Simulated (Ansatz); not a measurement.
Relaxed-ion elastic tensor of SnO (CsCl type, Pm-3m) in GPa (Voigt order), plane-wave PAW r²SCAN (Ansatz code); density 7.50 g/cm³, 14.92 Å³ per atom.

```tsv
	1	2	3	4	5	6
1	193	68.2	68.2	0.0	0.0	0.0
2	68.2	193	68.2	0.0	0.0	0.0
3	68.2	68.2	193	0.0	0.0	0.0
4	0.0	0.0	0.0	-18.9	0.0	0.0
5	0.0	0.0	0.0	0.0	-18.9	0.0
6	0.0	0.0	0.0	0.0	0.0	-18.9
```

Is the crystal mechanically stable?

No: the smallest eigenvalue of C is -18.9 GPa.

A made-up cell: these elements were put on the sites of a structure type; neither database checked (COD, Materials Project) lists it. It is not the phase usual at ambient conditions (space group No. 129). Symmetry was held in the r²SCAN relaxation. At this level the phase is mechanically unstable. As this level gives no gap, shear constants depend on the k-mesh and smearing (Fermi–Dirac, 0.1 eV here). Scalar-relativistic: spin–orbit coupling is off unless named, which matters more the heavier the elements.

Potentials: the later of the program's two PAW sets.
